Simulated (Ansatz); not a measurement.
## From the elastic tensor of ScPd at 5 GPa (stress–strain coefficients) to moduli and sound speeds

Method: DFT LDA, scalar-relativistic, plane waves, PAW in Ansatz 0.2.0. Cutoff 420 eV, 14×14×14 k-points (Γ-centred), Fermi-Dirac smearing of 0.15 eV. No spin polarisation.

The structure is cubic, space group Pm-3m (No. 221). The conventional cell has a = 3.193 Å, b = 3.193 Å, c = 3.193 Å, α = 90.00°, β = 90.00°, γ = 90.00°. Sc (site symmetry m-3m) has 8 Pd at 2.77 Å as nearest neighbours. Pd (site symmetry m-3m) has 8 Sc at 2.77 Å as nearest neighbours.

In a metal, frequencies and elastic constants depend on the k mesh and the smearing, soft modes and shear constants most. Other phases may be more stable at this pressure.

Relaxed-ion constants (GPa, on the Cartesian axes of the calculation):
```
200.3 132.9 132.9   0.0   0.0   0.0
132.9 200.3 132.9   0.0   0.0   0.0
132.9 132.9 200.3   0.0   0.0   0.0
  0.0   0.0   0.0  56.4   0.0   0.0
  0.0   0.0   0.0   0.0  56.4   0.0
  0.0   0.0   0.0   0.0   0.0  56.4
```

Density 7.719 g/cm³; 2 atoms in 32.57 Å³.

The values that follow are for a polycrystal of randomly turned grains, by Hill's mean where one number stands.

With S = C⁻¹: B_V = (C11+C22+C33+2(C12+C13+C23))/9, G_V = (C11+C22+C33−C12−C13−C23+3(C44+C55+C66))/15, 1/B_R = S11+S22+S33+2(S12+S13+S23), 15/G_R = 4(S11+S22+S33−S12−S13−S23)+3(S44+S55+S66); Hill is their mean. Then v_l = √((B+4G/3)/ρ), v_t = √(G/ρ), v_m = [(2/v_t³+1/v_l³)/3]^(−1/3) and Θ = (ħ/k_B)·v_m·(6π²n/V)^(1/3) for n atoms in the volume V; E = 9BG/(3B+G), ν = (3B−2G)/(2(3B+G)) and A^U = 5G_V/G_R + B_V/B_R − 6.

```json
{
 "Bulk modulus, Voigt / Reuss / Hill": "155.4 / 155.4 / 155.4 GPa",
 "Shear modulus, Voigt / Reuss / Hill": "47.3 / 44.4 / 45.9 GPa",
 "Young's modulus": "125 GPa",
 "Poisson ratio": "0.366",
 "Pugh ratio B/G": "3.39",
 "Universal anisotropy index": "0.33",
 "Longitudinal and transverse sound speeds": "5297 and 2438 m/s",
 "Debye temperature from the mean sound speed": "323 K"
}
```

Cost: 1 run of about 1.6 core-minutes, on Arm Neoverse V1 (shared hosts).